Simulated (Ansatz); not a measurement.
A: Hf (hcp, Mg type), a = b = 3.198 Å, c = 5.047 Å, α = β = 90.00°, γ = 120.00°
B: AlN (wurtzite), a = 3.107 Å, b = 3.107 Å, c = 4.979 Å, α = 90.00°, β = 90.00°, γ = 120.00°
C: Zr (hcp, Mg type), a = 3.246 Å, b = 3.246 Å, c = 5.151 Å, α = 90.00°, β = 90.00°, γ = 120.00°
D: CaClF (space group P4/nmm), a = 3.8667 Å, b = 3.8667 Å, c = 6.8743 Å, α = 90.00°, β = 90.00°, γ = 90.00°

Scan: energy against volume (even scaling of the relaxed cell, symmetry kept). One method and one kind of scan serve all of them; meshes and ranges differ. All were relaxed with their symmetry unable to fall. Hf is run without spin polarisation. Spin-orbit coupling is left out. Zr is run without spin polarisation.

Problem. Order them by bulk modulus at fixed cell shape (fitted) (lowest first) at the level r2SCAN (plane waves to 500 eV, PAW, scalar-relativistic; Ansatz, an electronic-structure program).

Solution. D (58.4 GPa), C (95.6 GPa), A (111 GPa), B (211 GPa)

(Under strain, the slope of the energy per volume gives the stress and its curvature an elastic modulus.)
